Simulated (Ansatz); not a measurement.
Zn: computed property card

Zn:
```xyz
1
Lattice="0.0000 1.8902 1.8902 1.8902 0.0000 1.8902 1.8902 1.8902 0.0000" Properties=species:S:1:pos:R:3 pbc="T T T"
Zn     0.0000     0.0000     0.0000
```

Space group Fm-3m (No. 225), fcc (Cu type); conventional cell a = b = c = 3.780 Å, α = β = γ = 90.00°.

Method: plane-wave PAW LDA (Ansatz code). Structure relaxed to zero pressure with the same functional. Other levels are named where they apply.

Cell and energy:

Volume per atom: 13.51 Å³
Density: 8.04 g/cm³

Electronic structure:

* **Electronic character**: metallic (no gap)
* **Density of states at the Fermi level**: 0.29 states/eV per atom (mean over ±0.08 eV)

Mechanics:

* **Bulk modulus (Birch–Murnaghan fit)**: 99.0 GPa
* **Pressure derivative B′**: 5.5
* **Elastic constants (relaxed ions, GPa)**: C11 = 148, C12 = 76.4, C44 = -9.1
* **Mechanical stability**: unstable (C has a negative eigenvalue)

The first step of the workflow began from a Materials Project structure, measured or hypothetical; the Crystallography Open Database copy checked does not list it. It is not the phase usual at ambient conditions (space group No. 194). The LDA relaxation kept the symmetry of its start. As this level gives no gap, shear constants depend on the k-mesh and smearing (Fermi–Dirac, 0.1 eV here).

Potentials: the later of the program's two PAW sets.
